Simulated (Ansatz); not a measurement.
BaTiO$_{3}$:
```yaml
crystal:
  lattice:
    - [3.99407, 0.00000, 0.00000]
    - [0.00000, 3.99407, 0.00000]
    - [0.00000, 0.00000, 3.99407]
  atoms:
    - { symbol: Ba, position: [0.00000, 0.00000, 0.00000] }
    - { symbol: Ti, position: [0.50000, 0.50000, 0.50000] }
    - { symbol: O, position: [0.00000, 0.50000, 0.50000] }
    - { symbol: O, position: [0.50000, 0.50000, 0.00000] }
    - { symbol: O, position: [0.50000, 0.00000, 0.50000] }
```

Relaxed with r²SCAN. Special points in fractions of this cell's reciprocal vectors: Γ (0.000, 0.000, 0.000); X (0.000, 0.500, 0.000); M (0.500, 0.500, 0.000); R (0.500, 0.500, 0.500).

List the band energies nearest the valence-band maximum at these points for r²SCAN with spin–orbit coupling (plane waves, PAW; program Ansatz).

In eV from the valence-band maximum; about four levels below and three above (degenerate sets whole), none deeper than 8.9 eV; points with the same levels are listed once.

```
k                    below                above
-  -----------------------  -------------------
Γ  -0.07 -0.07 -0.07 -0.07  2.16 2.16 2.16 2.16
X  -0.72 -0.72 -0.69 -0.69  2.29 2.29 3.87 3.87
M  -0.78 -0.78 -0.06 -0.06  3.89 3.89 3.91 3.91
R      0.00 0.00 0.00 0.00  4.58 4.58 4.58 4.58
```

Space group Pm-3m (cubic perovskite). This is a known high-temperature phase of the composition, computed here at zero pressure and temperature. The r²SCAN relaxation kept the symmetry of its start; its stability against distortions is not shown here. No spin polarisation was allowed.

Potentials: the later of the program's two PAW sets.
